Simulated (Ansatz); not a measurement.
Given:

TiSi:
```
TiSi
1.0
    3.09937     0.00000     0.00000
    0.00000     3.09937     0.00000
    0.00000     0.00000     3.09937
Ti Si
1 1
Direct
  0.00000   0.00000   0.00000
  0.50000   0.50000   0.50000
```

This is the r²SCAN-relaxed structure.

### Question
All from plane-wave PAW r²SCAN (Ansatz code), unless another level is named. Estimate the highest zone-centre frequency.

### Answer
278 cm^-1.

### Question
Predict the bulk modulus (Birch–Murnaghan fit).

### Answer
133 GPa.

Space group Pm-3m (CsCl type). The cell is a constructed one: a structure type filled with these elements; neither database checked (COD, Materials Project) lists it. COD files the formula under space group No. 25, so this cell is another polymorph or a model. Whether it is the stable phase at ambient conditions was not checked. The cell was relaxed with r²SCAN under the symmetry of its start. At this level the phase is mechanically unstable. The run is not spin-polarised. As this level gives no gap, phonon frequencies hold no LO–TO term and depend on the k-mesh and smearing (Fermi–Dirac, 0.1 eV here).

Potentials: the later of the program's two PAW sets.
